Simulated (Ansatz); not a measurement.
The relaxation started from an entry of Materials Project.

One stationary structure of Sr(AsO3)2. Space group P-31m (No. 162). Computed with r2SCAN (plane waves to 500 eV, PAW, scalar-relativistic; Ansatz, a program for electronic structure).

```cif
data_As2O6Sr
_chemical_formula_sum 'Sr1 As2 O6'
_space_group_name_H-M_alt 'P-31m'
_space_group_IT_number 162
_space_group_name_Hall '-P 3 2'
_cell_length_a 4.87124
_cell_length_b 4.87124
_cell_length_c 5.46052
_cell_angle_alpha 90.000
_cell_angle_beta 90.000
_cell_angle_gamma 120.000
loop_
_atom_site_label
_atom_site_type_symbol
_atom_site_symmetry_multiplicity
_atom_site_Wyckoff_symbol
_atom_site_fract_x
_atom_site_fract_y
_atom_site_fract_z
_atom_site_occupancy
Sr1 Sr 1 a 0.00000 0.00000 0.00000 1
As1 As 2 d 0.33333 0.66667 0.50000 1
O1 O 6 k 0.38289 0.38289 0.69000 1
```

Q: Predict the band gap from r2SCAN.

A: 4.41 eV, indirect (valence top at k = (0.125, 0.25, 0), conduction bottom at Γ) (no spin-orbit coupling).

Q: Estimate the smallest direct gap that r2SCAN returns for this input.

A: 4.69 eV at Γ.

No spin polarisation in the result.

The run could not lose the symmetry of its start; a randomly shaken copy of 9 atoms returns to this structure.
